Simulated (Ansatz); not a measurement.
AgI:
```xyz
4
Lattice="4.4857 0.0000 0.0000 -2.2428 3.8847 0.0000 0.0000 0.0000 7.3391" Properties=species:S:1:pos:R:3 pbc="T T T"
Ag     0.0000     2.5898     0.0192
Ag     2.2428     1.2949     3.6888
I      0.0000     2.5898     2.7689
I      2.2428     1.2949     6.4384
```

Relaxed with LDA.

Task: Decompose the optical modes at the zone centre into irreducible representations, and say which are infrared and Raman allowed.

Result: Point group 6mm: Γ_opt = A1 + 2B1 + E1 + 2E2. Infrared: A1, E1. Raman: A1, E1, E2.

Task: Assign frequencies (DFPT, the program Ansatz at the LDA level (PAW); without the LO–TO term).

Result: E2 21, B1 84, A1 118, E1 119, E2 125, B1 134 cm⁻¹.

Subscripts of B labels follow the axes of the standard setting.

Space group P6_3mc (wurtzite). The cell was relaxed with LDA under the symmetry of its start; phonons on a q-mesh show no instability. No spin polarisation was allowed. Scalar-relativistic: spin–orbit coupling is off unless named, which matters more the heavier the elements.

Potentials: the earlier of the program's two PAW sets.
